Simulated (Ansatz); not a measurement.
WC in space group P-6m2 (No. 187; W on 1a, C on 1f) is relaxed with r²SCAN (plane waves, PAW; program Ansatz). What lattice parameters of the conventional cell result?

a = 2.912 Å, c = 2.836 Å.

Is it a metal or does it have a gap at this level?

No gap at this level.

The cell was relaxed with r²SCAN under the symmetry of its start. No spin polarisation was allowed. Scalar-relativistic: spin–orbit coupling is off unless named, which matters more the heavier the elements.

Potentials: the later of the program's two PAW sets.
